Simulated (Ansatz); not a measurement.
Au, DFT, LDA, PAW with Ansatz's default frozen-core files, scalar-relativistic (Ansatz 0.2.0), run on 1 thread of Arm Neoverse V2 on a shared host.

The geometry is COD entry 1545302, unchecked; take it as a test cell. The listed cell was then made from it by scaling, straining or moving an atom.

Command: `ansatz run input.yaml --threads 1 --pin off --max-ram 3072MiB --backend cpu --events-out ev --progress --plain --runs-dir out`

```yaml
crystal:
  lattice:
    - [2.8608044381, 0.0, 0.0]
    - [-1.430402219, 2.4775293187, 0.0]
    - [0.0, 0.0, 4.8140459691]
  atoms:
    - { symbol: Au, position: [0.3333333333, 0.6666666667, 0.75] }
    - { symbol: Au, position: [0.6666666667, 0.3333333333, 0.25] }
kpoints:
  mp_grid: { grid: [14, 14, 8] }
scf:
  occupations: { method: fermi_dirac, width: 0.03 }
hamiltonian:
  xc: lda
  pseudopotentials: { kind: paw }
output:
  forces: true
  stress: true
  eigenvalues: true
  efg: { contact_densities: true }
```

Task: How large is the problem that the program sets up?

Result: 120 irreducible k-points, 677 plane waves at Γ, 23 bands.

Task: Estimate the wall time and the peak memory.

Result: 4.2 s of wall time for 6 SCF iterations, with a peak of 0.38 GiB. Times on shared machines scatter by tens of per cent.

Task: And the same cell and mesh by crystal-made all-electron datasets, asked for forces, stress, eigenvalues, efg, on the same hardware?

Result: 9.2 s, peak memory 0.5 GiB.
